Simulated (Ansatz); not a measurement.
Ge (hcp type) under strong compression

```
Ge
1.0
     2.95422    0.00000    0.00000
    -1.47711    2.55843    0.00000
     0.00000    0.00000    4.84585
Ge
2
Cartesian
  0.0000 1.7056 1.2115
  1.4771 0.8528 3.6344
```

The cell comes from a relaxation on PAW files under the same functional, begun from a prototype that needn't be the stable phase.

Its volume is scaled, and at each volume shape and atoms are relaxed on PAW files; all methods then take that cell.

Computed with Ansatz 0.2.0; functional PBEsol, scalar-relativistic. Settings: a Γ-centred 16×16×9 k mesh, Fermi–Dirac smearing of 0.08 eV, no spin polarisation. Methods: LAPW: all electrons, basis error target 1 meV/atom; PAW: frozen-core files, cutoff 420 eV; crystal datasets: all electrons, by PAW datasets that the program makes for each cell; norm-conserving: pseudopotentials, cutoff 1061 eV; PAW (cutoff 300 eV): frozen-core files, cutoff 300 eV.

Energies are extrapolated to zero smearing and count from the unscaled cell; pressure is positive in compression; gaps take the mesh and a band path. No temperature or zero-point motion is included.

The PAW files were made under PBE. The structure type is held throughout; the real material can change phase at far lower pressure.

```csv
V/V0,V (Å³/atom),P LAPW (GPa),ΔE LAPW (eV/atom),P PAW − LAPW (GPa),ΔE PAW − LAPW (meV/atom),space group,shortest distance (Å)
1.00,18.31,0.04,0.000,-0.04,0.0,P6_3/mmc,2.954
0.95,17.40,4.42,0.012,-0.05,-0.2,P6_3/mmc,2.905
0.85,15.57,17.82,0.132,-0.08,-1.0,P6_3/mmc,?
0.75,13.73,41.2,0.457,-0.10,-2.0,P6_3/mmc,?
0.65,11.90,84.2,1.147,-0.12,-3.2,P6_3/mmc,2.559
0.55,10.07,169.5,2.537,-0.13,-4.7,P6_3/mmc,2.424
0.45,8.24,357.5,5.400,0.11,-5.2,P6_3/mmc,2.267
0.40,7.33,536.4,7.914,0.71,-3.2,P6_3/mmc,2.179
```

Q: What belongs in the row "0.75", column "shortest distance (Å)"?

A: 2.685.

Q: What belongs in the row "0.85", column "shortest distance (Å)"?

A: 2.801.

Q: Fit the Vinet equation to the LAPW pressures over the whole range, with residuals weighted by 1/(|P| + 0.03·Pmax).

A: V0 = 18.39 Å³/atom, B0 = 67.2 GPa and B0′ = 5.23, and the fit misses no point by more than 10 GPa. A fit over so wide a range pins B0 less well than one near rest.

Q: From the table, what is the rise of the enthalpy H = E + pV up to the last row, and how stiff is the crystal between the last two rows?

A: ΔH = 7.914 eV + (536.4 GPa × 7.33 Å³ − 0.04 GPa × 18.31 Å³) × 0.006242 eV/(GPa·Å³) = 32.43 eV/atom, of which pV makes 76 %. The mean bulk modulus there is −ΔP/Δln V = 1520 GPa.

Q: At the smallest volume, how far do crystal datasets and norm-conserving and PAW (cutoff 300 eV) lie from LAPW in pressure?

A: crystal datasets: 0.00 GPa; norm-conserving: -0.15 GPa; PAW (cutoff 300 eV): +4.08 GPa, on a LAPW pressure of 536.4 GPa.

Q: How do the Löwdin populations by LAPW change from the unscaled cell to the last row?

A: Ge 4s 1.67 → 1.20, Ge 4p 2.30 → 2.80 electrons an atom. These are projections on the shells that the free atoms fill; 0.07 e a cell lies outside them at the start and 0.15 e at the end.
